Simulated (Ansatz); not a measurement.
Relaxed-ion elastic tensor of Ge (β-Sn type, space group No. 141) in GPa (Voigt order), DFT-r²SCAN in the program Ansatz with PAW potentials; density 6.46 g/cm³, 18.67 Å³ per atom.

```
 132  46.7  53.3   0.0   0.0   0.0
46.7   132  53.3   0.0   0.0   0.0
53.3  53.3   119   0.0   0.0   0.0
 0.0   0.0   0.0  51.0   0.0   0.0
 0.0   0.0   0.0   0.0  51.0   0.0
 0.0   0.0   0.0   0.0   0.0  64.2
```

Is the crystal mechanically stable?

Yes: the smallest eigenvalue of C is 51.0 GPa.

Work out the Voigt, Reuss and Hill averages.

K_V = 76.5, K_R = 76.5, K_H = 76.5; G_V = 48.5, G_R = 46.3, G_H = 47.4 GPa.

Give Young's modulus, Poisson's ratio, Pugh's ratio and the universal anisotropy index.

E = 9KG/(3K + G) = 118 GPa; ν = 0.24; K/G = 1.61 (brittle by the Pugh limit of 1.75); A_U = 5G_V/G_R + K_V/K_R − 6 = 0.23.

Estimate the sound speeds and the Debye temperature.

v_l = √((K + 4G/3)/ρ) = 4650 m/s, v_t = √(G/ρ) = 2710 m/s, mean 3000 m/s; Θ = (h/k)(3n/4πV)^(1/3) v_m = 337 K.

How much does each axis shrink under pressure?

Linear compressibilities β_i = Σ_j S_ij (j = 1 to 3): x 4.2, y 4.2, z 4.6 per TPa.

Space group I4_1/amd (β-Sn type). This is a known high-pressure phase of the composition, computed here at zero pressure and temperature. The cell was relaxed with r²SCAN under the symmetry of its start; of distortions, only those at the zone centre were tested. As this level gives no gap, shear constants depend on the k-mesh and smearing (Fermi–Dirac, 0.1 eV here). On the denser mesh and wider smearing of the elastic run this cell carries a stress of 0.5 GPa.

Potentials: the earlier of the program's two PAW sets.
